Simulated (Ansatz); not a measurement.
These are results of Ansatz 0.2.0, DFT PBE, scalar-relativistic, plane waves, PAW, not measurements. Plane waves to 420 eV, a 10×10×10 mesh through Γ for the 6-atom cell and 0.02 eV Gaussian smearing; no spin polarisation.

Energies over the elements count from the elements' standard structures at the same level, with no fitted energy shifts.

Q: Find a candidate tetragonal semiconductor made of Cd, Mg and S, with a gap near 1.3 eV, a formation energy near −1.12 eV/atom and a density near 3.75 g/cm³, in a cell of 6 atoms. Its symmetry should be I4/mmm (No. 139).

A: Mg₂CdS₃, space group I4/mmm (No. 139). Around Mg lie 6 S at 2.60–2.68 Å; Cd is surrounded by 6 S at 2.67–2.73 Å; around S on a site of symmetry 4/mmm lie 4 Cd at 2.67 Å and 2 Mg at 2.68 Å; S on a site of symmetry 4mm is surrounded by 5 Mg at 2.60–2.67 Å and 1 Cd at 2.73 Å.

```
Mg Cd S
1.0
    -1.88508    1.88508    8.00835
     1.88508   -1.88508    8.00835
     1.88508    1.88508   -8.00835
Mg Cd S
2 1 3
Direct
  0.83260 0.83260 0.00000
  0.16740 0.16740 0.00000
  0.50000 0.50000 0.00000
  0.00000 0.00000 0.00000
  0.67018 0.67018 0.00000
  0.32982 0.32982 0.00000
```

| Property | Result |
| --- | --- |
| Volume per atom | 18.97 Å³ |
| Density | 3.75 g/cm³ |
| Formation energy | −1.115 eV/atom |
| Gap on the 10×10×10 mesh of the 6-atom cell | 1.25 eV |

The structure comes from a generated guess, relaxed at this level; another structure or a mixture of phases may lie lower. The answer needn't be unique; the calculation gave this one.

Kohn–Sham gaps at this level usually fall short of measured ones. The reference form of S is held partly by dispersion forces, which this level lacks. A structure relaxed within its symmetry needn't be a true minimum.
